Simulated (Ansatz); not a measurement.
The cell comes from COD entry 1539263, which wasn't checked; take it as a given geometry. It is an old determination, and later ones may differ. The listed cell was then made from it by scaling, straining or moving an atom.

An input for TiPt3: DFT, PBEsol, all-electron PAW with datasets made for the crystal, scalar-relativistic (Ansatz 0.2.0).

Command: `ansatz run input.yaml --threads 1 --pin off --max-ram 4096MiB --backend cpu --events-out ev --progress --plain --runs-dir out` The run took 21 s on 1 thread of Arm Neoverse V2 (shared host), peak memory 0.74 GiB.

```yaml
crystal:
  lattice:
    - [3.8839664578, 0.0, 0.0]
    - [0.0, 3.8839664578, 0.0]
    - [0.0, 0.0, 3.8839664578]
  atoms:
    - { symbol: Ti, position: [0.0, 0.0, 0.0] }
    - { symbol: Pt, position: [0.0, 0.5, 0.5] }
    - { symbol: Pt, position: [0.5, 0.0, 0.5] }
    - { symbol: Pt, position: [0.5, 0.5, 0.0] }
kpoints:
  mp_grid: { grid: [9, 9, 9] }
scf:
  occupations: { method: fermi_dirac, width: 0.05 }
hamiltonian:
  xc: pbesol
  pseudopotentials: { kind: all_electron, datasets: crystal }
output:
  forces: true
  stress: true
  eigenvalues: true
  efg: { contact_densities: true }
```

The results part of the log:

```
SCF 1 converged in 10 iterations: F = -1525665.553803 eV  dr2 = 6.37e-8
  Residual-converged pass: ⟨swp⟩=3.1  Hψ=1851  notcnv=0  max |occ|·‖R‖ = 6.5e-6 eV (tolerance 6.7e-6 eV)  dr2=6.36e-8  dr2_onsite=1.80e-8  max |Δocc| = 1.3e-9
  greatest PAW one-centre occupation: 0.813 electrons in one spin orbital (limit 2), on the Pt atom at site 3 (counted from 0), in its partial waves of l = 2
SCF converged after 10 iterations
Free energy (F): -1525665.553803 eV
Harris-Foulkes:  -1525665.553803 eV  (|F-HF|=6.24e-8)
Internal energy: -1525665.542086 eV  (E = F + TS)
E sigma→0 (E₀):  -1525665.547944 eV
Entropy (-TS):   -0.011717 eV (-2.929 meV/atom)
Past the cutoff: the bands carry plane waves up to 1.75 times it, of which those up to 1.5 times it add -0.000435 eV an atom, each by itself; the spheres take 0.000242 eV an atom off the energy for waves past 1.75 times it
By the cutoff:   a pressure is off by up to 0.008 GPa (1.2 times the spheres' own share and the shells' term, over an atom's volume, and 0.004 GPa: a bound that held against runs at twice the plane waves)
Past the cutoffs: a stress includes 0.0025 GPa for waves and charges beyond them, in addition to the slope of what the spheres take
In the spheres:  the bands' charges fall short by 3.3e-7 e at most (sound up to 1e-3), those of shells solved beside the bands by 2.6e-6 e (sound up to 5e-4)
Fermi energy:    27.101279 eV
--- Per-component energies (eV) ---
  The terms above E_closure are by the made datasets' own strengths, without shells solved beside the bands.
--- Forces (eV/Å), atoms counted from 1 ---
  atom   1  Ti    -0.00000000     0.00000000    -0.00000000
  atom   2  Pt     0.00000000     0.00000000     0.00000000
  atom   3  Pt     0.00000000    -0.00000000     0.00000000
  atom   4  Pt     0.00000000    -0.00000000     0.00000000
  max |Σ_I F_I| component: 5.54e-29 eV/Å
--- Stress (GPa, compression-positive) ---
        3.269101       0.000000      -0.000000
        0.000000       3.269101       0.000000
        0.000000       0.000000       3.269101
  P = ⅓ Tr σ = 3.2691 GPa (32.691 kbar)
  It holds what live shells' own plane waves past their cutoff add
--- PAW observables at the nuclei: V_zz in 10²¹ V/m², potentials from the cell's mean, atoms counted from 1 ---
  atom   1  Ti V_zz =    -0.000000   η = 0.0000   by run symmetry: forbidden
            electrostatic potential = -2541.501837 V   contact ρ = 56689.971298 e/Å³
  atom   2  Pt V_zz =    -7.648326   η = 0.0000   by run symmetry: allowed
            electrostatic potential = -16124.034139 V   contact ρ = 12062269.383173 e/Å³
  atom   3  Pt V_zz =    -7.648326   η = 0.0000   by run symmetry: allowed
            electrostatic potential = -16124.034140 V   contact ρ = 12062269.383216 e/Å³
  atom   4  Pt V_zz =    -7.648326   η = 0.0000   by run symmetry: allowed
            electrostatic potential = -16124.034141 V   contact ρ = 12062269.383228 e/Å³
--- Band table (eV; the first three rows and the last of 35) ---
  k-point 0: bands = ["16.6910", "19.5052", "19.8867", "19.8867", "20.1927", "20.1927", "20.1927", "23.3937", "23.3937", "23.3937", "25.3767", "25.3767", "26.5745", "27.1429", "27.1429", "27.1429", "28.5235", "28.5235", "28.6144", "28.6144", "28.6144", "29.1879"]
  k-point 1: bands = ["16.8575", "19.6115", "19.9484", "20.0261", "20.2537", "20.2964", "20.2964", "23.2911", "23.4450", "23.4450", "25.2305", "25.3984", "26.4109", "26.4109", "26.4190", "27.1434", "27.7033", "28.3744", "28.3744", "28.4427", "28.5705", "29.1835"]
  k-point 2: bands = ["17.3387", "19.8992", "20.1074", "20.4243", "20.4270", "20.6037", "20.6037", "23.0140", "23.5615", "23.5615", "24.8201", "25.2640", "25.2640", "25.4342", "25.9773", "26.1621", "27.1445", "27.8765", "27.8765", "28.2444", "28.2516", "29.1731"]
  k-point 34: bands = ["19.4571", "19.5675", "19.5675", "20.0041", "22.4623", "22.4623", "22.5876", "23.1968", "23.3976", "23.3976", "23.9747", "23.9747", "25.4583", "25.5656", "25.5656", "26.1241", "26.6478", "27.2092", "27.2092", "28.2952", "28.2952", "28.6990"]
```
